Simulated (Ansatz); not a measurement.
# TiNi (P4/mmm): phonons

Method: LDA, PAW on Ansatz 0.2.0's default frozen-core files (fitted under PBE), scalar-relativistic.

Cell and atoms were relaxed beforehand by PAW with this functional.

The structure is one entry of a database and needn't be the stable phase.

Command:

```sh
ansatz run input.yaml --threads 2 --pin off --max-ram 6144MiB --backend cpu --events-out ev --progress --plain --runs-dir out
```

Input:

```yaml
crystal:
  lattice:
    - [2.70224393526, 0.0, 0.0]
    - [0.0, 2.70224393526, 0.0]
    - [0.0, 0.0, 3.42030664884]
  atoms:
    - { symbol: Ti, position: [0.5, 0.5, 0.5] }
    - { symbol: Ni, position: [0.0, 0.0, 0.0] }
kpoints:
  mp_grid: { grid: [14, 14, 10] }
scf:
  occupations: { method: fermi_dirac, width: 0.05 }
hamiltonian:
  xc: lda
  pseudopotentials: { kind: paw }
phonons:
  qmesh: [2, 2, 2]
  qpath:
    path:
      - [0.0, 0.0, 0.0]
      - [0.0, 0.5, 0.0]
      - [0.5, 0.5, 0.0]
      - [0.0, 0.0, 0.0]
      - [0.0, 0.0, 0.5]
      - [0.0, 0.5, 0.5]
      - [0.5, 0.5, 0.5]
      - [0.0, 0.0, 0.5]
      - [0.0, 0.5, 0.0]
    npoints: 6
  temperatures: { t_min: 0, t_max: 1000, t_step: 100 }
```

Output:

```
Warning: RAYON_NUM_THREADS=2 ignored (pool sized by the plan → 2); use --threads N
Engine: ansatz 0.2.0, x86_64-unknown-linux-gnu
Pseudopotentials: kind: paw
Pseudopotential: Ti, paw, valence charge 12, recommended cutoff 420 eV (normal), Ti.paw.azcp
Pseudopotential: Ni, paw, valence charge 18, recommended cutoff 420 eV (normal), Ni.paw.azcp
Functional definition: SPW92
  exchange = slater_x
  correlation = pw_c
Crystal: 8 atoms, lattice volume = 99.902 Å³
Basis set: ecut = 420 eV, 1957 PW (Γ)
Bands: 75, of which v1, the nominal top of the filled ones, is band 60 counted from 1 (59 counted from 0)
Symmetry: 32 space group operations
k-points: 96 of 490
Non-local potential: Ti, projectors of the file, l = 0: 3, l = 1: 2, l = 2: 3, l = 3: 1
Non-local potential: Ni, projectors of the file, l = 0: 3, l = 1: 2, l = 2: 3, l = 3: 1
PAW form: soft (Blöchl's): semilocal exchange-correlation on the pseudo side does not see the compensation charge
PAW frozen core: Ti, regenerated for the run's functional, and the local potential with it (the file was generated under x = pbe(κ = 0.804, μ = 0.2195149727645171), c = pbe(β = 0.06672455060314922))
PAW frozen core: Ni, regenerated for the run's functional, and the local potential with it (the file was generated under x = pbe(κ = 0.804, μ = 0.2195149727645171), c = pbe(β = 0.06672455060314922))
PAW one-centre angular grid: Ti, 590 points (default); XC on 64 Gauss nodes
PAW one-centre angular grid: Ni, 590 points (default); XC on 64 Gauss nodes
Initial density: handed on by an earlier stage of this run
Initial wavefunctions: those handed on with the density
Functional: x = slater, c = lda
SCF iter   1: F=—  HF=-32897.752213 eV  |F-HF|=—  |Δ(HF+E_count)|=         —  Δρ=1.47e-7  dr2=1.03e-11  ethr=1.00e-12  ⟨swp⟩=3.1  Hψ=18961  notcnv=0
preconditioner: auto → Kerker (q_TF=auto, 2.813 Å⁻¹)  [metal: Δε(μ)=0.018 eV  Ē_g=13.344 eV  σ=0.050 eV  W_gap=0.09  n_scr=40 (ndim 8)  ℏωp=33.2 eV  f_vac=0.000  D(μ)=10.19/eV (n_scr^D=132)]
[... 121 lines left out ...]
  E_closure    = -0.000000  (closes the sum)
  Σ components = -32897.752213   (vs F -32897.752213, Δ=0.00e0)
--- Forces (eV/Å), atoms counted from 1 ---
  atom   1  Ti     0.00000000     0.00000000    -0.00000000
  atom   2  Ni     0.00000000     0.00000000    -0.00000000
  atom   3  Ti     0.00000000     0.00000000    -0.00000000
  atom   4  Ni     0.00000000    -0.00000000    -0.00000000
  atom   5  Ti     0.00000000    -0.00000000    -0.00000000
  atom   6  Ni     0.00000000    -0.00000000     0.00000000
  atom   7  Ti     0.00000000    -0.00000000    -0.00000000
  atom   8  Ni     0.00000000    -0.00000000     0.00000000
  max |Σ_I F_I| component: 8.24e-28 eV/Å
--- Phonons: 6 displaced members + 2 references (amplitude of the first 0.0025 Å, Σ member SCF iterations 49) ---
  ASR residual: 2.984e-4 → 0.000e0 eV/Å²; symmetrization residual: 7.695e-5 eV/Å²
  largest component of a force at the reference: 1.4e-28 eV/Å
  ASR residual per site (eV/Å²): 2.98e-4 1.52e-4
  Γ frequencies (cm⁻¹): 0.00 0.00 0.00 207.68 207.68 237.88
--- Phonons (by wavevector): 6 wavevectors in 2 supercells ---
  supercell 1 (4 cells, vectors [1, 0, 0], [0, 2, 0], [0, 0, 2] in multiples of the cell's): 4 displaced members by 0.0025 Å; free energy -32897.752213 eV; taken off its force constants: by the sum rule 3.1e-4, by the ...
  symmetry images taken by strict's conditions (phonons.symmetry_images: auto; settled by no image being taken that strict refuses)
  supercell 2 (4 cells, vectors [1, -1, 0], [0, 2, 0], [0, 0, 2] in multiples of the cell's): 2 displaced members by 0.0025 Å; free energy -32897.752213 eV; taken off its force constants: by the sum rule 3.0e-4, by the ...
  symmetry images taken by strict's conditions (phonons.symmetry_images: auto; settled by no image being taken that strict refuses)
  q = [0.0000, 0.0000, 0.0000] (star 1, supercell 1; hermiticity 1.88e-49, symmetrization 4.81e-6): -0.00 0.00 0.00 207.68 207.68 237.88
  q = [0.0000, 0.0000, -0.5000] (star 1, supercell 1; hermiticity 8.45e-17, symmetrization 6.24e-6): 131.73 131.73 154.89 171.87 171.87 265.39
  q = [0.0000, -0.5000, 0.0000] (star 2, supercell 1; hermiticity 1.55e-16, symmetrization 5.32e-16): 136.75 149.42 158.84 183.95 188.04 309.74
  q = [0.0000, -0.5000, -0.5000] (star 2, supercell 1; hermiticity 1.47e-16, symmetrization 5.32e-16): 91.74 115.06 126.44 152.58 245.03 304.80
  q = [-0.5000, -0.5000, 0.0000] (star 1, supercell 2; hermiticity 1.29e-16, symmetrization 8.36e-16): 96.23 133.35 167.41 167.41 300.02 300.02
  q = [-0.5000, -0.5000, -0.5000] (star 1, supercell 2; hermiticity 1.71e-16, symmetrization 6.69e-16): 152.61 180.87 181.32 181.32 317.34 317.34
  joined force constants: q→R imaginary residual 1.86e-17
  density of states and harmonic sums: on the 24×24×18 q-mesh, interpolated from the force constants of a 2×2×2 supercell (no non-analytic term)
  largest difference from the sums on the solved wave vectors: F 6.14e-2 eV, S 9.37e-5 and C_V 3.23e-5 eV/K
```

The calculation finished and met its thresholds.

Phonons on the q mesh:

Harmonic phonons of a crystal by Kohn-Sham DFT at the given cell, standard atomic masses, acoustic sum rule imposed; negative wavenumbers are unstable modes; one row a degenerate set, branches counted upwards.

| Item | Value |
| --- | --- |
| Unstable phonons | no |

| point | q a (r.l.u.) | q b (r.l.u.) | q c (r.l.u.) | branch | phonon wavenumber (cm⁻¹) | degeneracy |
| --- | --- | --- | --- | --- | --- | --- |
| Gamma | 0 | 0 | 0 | 4 | 207.7 | 2 |
| Gamma | 0 | 0 | 0 | 6 | 237.9 | 1 |
| X | 0.5 | 0 | 0 | 1 | 136.8 | 1 |
| X | 0.5 | 0 | 0 | 2 | 149.4 | 1 |
| X | 0.5 | 0 | 0 | 3 | 158.8 | 1 |
| X | 0.5 | 0 | 0 | 4 | 184 | 1 |
| X | 0.5 | 0 | 0 | 5 | 188 | 1 |
| X | 0.5 | 0 | 0 | 6 | 309.7 | 1 |
| M | 0.5 | 0.5 | 0 | 1 | 96.2 | 1 |
| M | 0.5 | 0.5 | 0 | 2 | 133.4 | 1 |
| M | 0.5 | 0.5 | 0 | 3 | 167.4 | 2 |
| M | 0.5 | 0.5 | 0 | 5 | 300 | 2 |
| Z | 0 | 0 | 0.5 | 1 | 131.7 | 2 |
| Z | 0 | 0 | 0.5 | 3 | 154.9 | 1 |
| Z | 0 | 0 | 0.5 | 4 | 171.9 | 2 |
| Z | 0 | 0 | 0.5 | 6 | 265.4 | 1 |
| R | 0.5 | 0 | 0.5 | 1 | 91.7 | 1 |
| R | 0.5 | 0 | 0.5 | 2 | 115.1 | 1 |
| R | 0.5 | 0 | 0.5 | 3 | 126.4 | 1 |
| R | 0.5 | 0 | 0.5 | 4 | 152.6 | 1 |
| R | 0.5 | 0 | 0.5 | 5 | 245 | 1 |
| R | 0.5 | 0 | 0.5 | 6 | 304.8 | 1 |
| A | 0.5 | 0.5 | 0.5 | 1 | 152.6 | 1 |
| A | 0.5 | 0.5 | 0.5 | 2 | 180.9 | 1 |
| A | 0.5 | 0.5 | 0.5 | 3 | 181.3 | 2 |
| A | 0.5 | 0.5 | 0.5 | 5 | 317.3 | 2 |

Harmonic thermodynamics:

Sums over wave vectors interpolated from the q mesh.

| Quantity | Value |
| --- | --- |
| Zero point energy | 34.1 meV/atom |

```
temperature (K)  phonon heat capacity (k_B/atom)  phonon entropy (k_B/atom)  phonon free energy (meV/atom)
            100                            1.756                      1.055                          31.16
            200                            2.573                       2.59                           15.1
            300                            2.796                      3.683                         -12.18
            400                            2.882                      4.501                         -47.59
            500                            2.924                      5.149                         -89.26
            600                            2.947                      5.684                           -136
            700                            2.961                       6.14                           -187
            800                             2.97                      6.536                         -241.7
            900                            2.976                      6.886                         -299.5
           1000                             2.98                        7.2                         -360.2
```

Zone-centre phonons:

Optical zone-centre levels upwards with Mulliken labels, activity, and the element with most of the kinetic energy.

```json
{
 "Point group": "4/mmm"
}
```

| number | phonon wavenumber (cm⁻¹) | label | infrared | raman | lead element |
| --- | --- | --- | --- | --- | --- |
| 1 | 207.7 | Eu | yes | no | Ti |
| 2 | 237.9 | A2u | yes | no | Ti |

Caveats: frozen-core PAW files fitted under PBE, their cores solved anew for the functional of the run; no spin polarisation, a magnetic state may lie lower; responses of metals move with mesh and smearing; coarse q mesh; activity by symmetry alone, a metal screens infrared modes.

It took 2.4 min on 2 threads of Intel(R) Xeon(R) 6975P-C (Granite Rapids), on a shared host, peak memory 1.3 GiB.
